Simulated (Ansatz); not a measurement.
AlRh (CsCl type, Pm-3m) under volume change, PBEsol in the plane-wave PAW code Ansatz, scaled uniformly.

```
V (Å³/atom)  E − E(relaxed) (meV/atom)  P (GPa)
-----------  -------------------------  -------
11.939                            83.8    24.80
12.332                            35.1    15.12
12.726                             8.3     6.93
13.119                             0.0     0.00
13.513                             7.4    -5.87
13.906                            28.1   -10.84
14.300                            60.1   -15.04
```

Task: What does a third-order Birch–Murnaghan fit give for V₀, B₀ and B′?

Result: V₀ = 13.12 Å³/atom, B₀ = 212 GPa, B′ = 4.5.

A made-up cell: these elements were put on the sites of a structure type; the Crystallography Open Database copy checked does not list it. Its standing as an ambient phase is unchecked. The PBEsol relaxation kept the symmetry of its start; of distortions, only those at the zone centre were tested. The run is not spin-polarised.

Potentials: the earlier of the program's two PAW sets.
